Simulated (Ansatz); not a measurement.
Total density of states per atom from plane-wave PAW r²SCAN (Ansatz code), in 0.25 eV bins, energy from the Fermi level:

```
E (eV) | states/eV/atom
    -7.85 |  0.00
    -7.60 |  0.00
    -7.35 |  0.00
    -7.10 |  0.00
    -6.85 |  0.00
    -6.60 |  0.00
    -6.35 | ########## 1.50
    -6.10 | ############ 1.70
    -5.85 | ###################### 3.23
    -5.60 | ################### 2.77
    -5.35 | ################### 2.75
    -5.10 | ########## 1.44
    -4.85 | ################ 2.37
    -4.60 | ############################## 4.36
    -4.35 | ################## 2.60
    -4.10 | ###### 0.83
    -3.85 | ### 0.47
    -3.60 | # 0.19
    -3.35 | ### 0.46
    -3.10 | ## 0.31
    -2.85 | ### 0.42
    -2.60 | ### 0.50
    -2.35 | ### 0.47
    -2.10 | #### 0.55
    -1.85 | #### 0.58
    -1.60 | #### 0.62
    -1.35 | ### 0.44
    -1.10 | ### 0.42
    -0.85 | ## 0.34
    -0.60 | ## 0.23
    -0.35 | # 0.10
    -0.10 | # 0.09
     0.15 | # 0.15
     0.40 | # 0.15
     0.65 | # 0.16
     0.90 | # 0.18
     1.15 | ## 0.35
     1.40 | #### 0.53
     1.65 | ### 0.50
     1.90 | #### 0.53
     2.15 | ### 0.44
     2.40 | ## 0.31
     2.65 | ### 0.49
     2.90 | #### 0.56
     3.15 | ##### 0.71
     3.40 | #### 0.59
     3.65 | ##### 0.66
     3.90 | #### 0.59
     4.15 | ##### 0.71
     4.40 | ##### 0.78
     4.65 | ###### 0.84
```

Q: Pick the material that matches.
A. SrAg4Sb2, R-3m (Sr on 3a, Ag on 6c, Ag on 6c, Sb on 6c)
B. SrTe, rock salt
C. GaSb, rock salt
D. SrMg2, P6_3/mmc (Sr on 4f, Mg on 6h, Mg on 2a)

A: A, SrAg4Sb2, R-3m (Sr on 3a, Ag on 6c, Ag on 6c, Sb on 6c). Within 0.5 eV of the Fermi level: Sb 5p 40 %, Ag 5s 14 %, Ag 4d 8 %, outside the projected shells 33 %. Projections are on Löwdin-orthogonalised atomic valence shells; empty p or d shells of many metals are not among them.

The workflow started from an entry of the Crystallography Open Database (COD, 295 K). Its standing as an ambient phase is unchecked. Symmetry was held in the r²SCAN relaxation; whether a distortion lowers the energy is not shown. No spin polarisation was allowed. Spin–orbit coupling is left out wherever it is not named.

Potentials: the later of the program's two PAW sets.
